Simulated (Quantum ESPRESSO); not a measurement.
pw.x input (Quantum ESPRESSO 7.5; PBEsol, PseudoDojo standard norm-conserving files, scalar-relativistic):

```
&CONTROL
  calculation = 'scf'
  pseudo_dir = './pseudo'
  outdir = './out'
  tprnfor = .true.
  tstress = .true.
/
&SYSTEM
  ibrav = 0
  nat = 12
  ntyp = 2
  ecutwfc = 84.0
  ecutrho = 336.0
  occupations = 'smearing'
  smearing = 'fd'
  degauss = 0.002
  nbnd = 57
/
&ELECTRONS
  conv_thr = 1.2e-09
/
ATOMIC_SPECIES
O 15.9990 O.upf
Ti 47.8670 Ti.upf
CELL_PARAMETERS angstrom
  9.459630000000   0.000000000000   0.000000000000
  0.000000000000   2.966240000000   0.000000000000
  0.000000000000   0.000000000000   4.880600000000
ATOMIC_POSITIONS crystal
O   0.471040000000   0.250000000000   0.294370000000
O   0.528960000000   0.750000000000   0.705630000000
O   0.028960000000   0.750000000000   0.794370000000
O   0.971040000000   0.250000000000   0.205630000000
O   0.267760000000   0.250000000000   0.636620000000
O   0.732240000000   0.750000000000   0.363380000000
O   0.232240000000   0.750000000000   0.136620000000
O   0.767760000000   0.250000000000   0.863380000000
Ti   0.636790000000   0.250000000000   0.571410000000
Ti   0.363210000000   0.750000000000   0.428590000000
Ti   0.863210000000   0.750000000000   0.071410000000
Ti   0.136790000000   0.250000000000   0.928590000000
K_POINTS automatic
4 10 6 0 0 0
```

End of the output:

```

[...]
     the Fermi energy is     7.8913 ev
!    total energy              =    -739.58660240 Ry
     estimated scf accuracy    <          9.1E-11 Ry
     smearing contrib. (-TS)   =      -0.00000000 Ry
     internal energy E=F+TS    =    -739.58660240 Ry
     The total energy is F=E-TS. E is the sum of the following terms:
     one-electron contribution =    -334.88220638 Ry
     hartree contribution      =     209.19516017 Ry
     xc contribution           =    -134.83369160 Ry
     ewald contribution        =    -479.06586459 Ry
     convergence has been achieved in  18 iterations
     Forces acting on atoms (cartesian axes, Ry/au):
     atom    1 type  1   force =    -0.00582850   -0.00000000    0.00812383
     atom    2 type  1   force =     0.00582850    0.00000000   -0.00812383
     atom    3 type  1   force =     0.00582850    0.00000000    0.00812383
     atom    4 type  1   force =    -0.00582850   -0.00000000   -0.00812383
     atom    5 type  1   force =    -0.00121941   -0.00000000    0.00111887
     atom    6 type  1   force =     0.00121941    0.00000000   -0.00111887
     atom    7 type  1   force =     0.00121941    0.00000000    0.00111887
     atom    8 type  1   force =    -0.00121941   -0.00000000   -0.00111887
     atom    9 type  2   force =    -0.00489731    0.00000000    0.00340020
     atom   10 type  2   force =     0.00489731    0.00000000   -0.00340020
     atom   11 type  2   force =     0.00489731    0.00000000    0.00340020
     atom   12 type  2   force =    -0.00489731    0.00000000   -0.00340020
     Total force =     0.023516     Total SCF correction =     0.000019
     Computing stress (Cartesian axis) and pressure
          total   stress  (Ry/bohr**3)                   (kbar)     P=      -32.51
  -0.00021576   0.00000000   0.00000000          -31.74        0.00        0.00
   0.00000000  -0.00030232   0.00000000            0.00      -44.47        0.00
   0.00000000   0.00000000  -0.00014499            0.00        0.00      -21.33
```
In a gapped system the printed Fermi energy is only some level inside the gap.

Geometry of the Materials Project entry, not relaxed at this level.
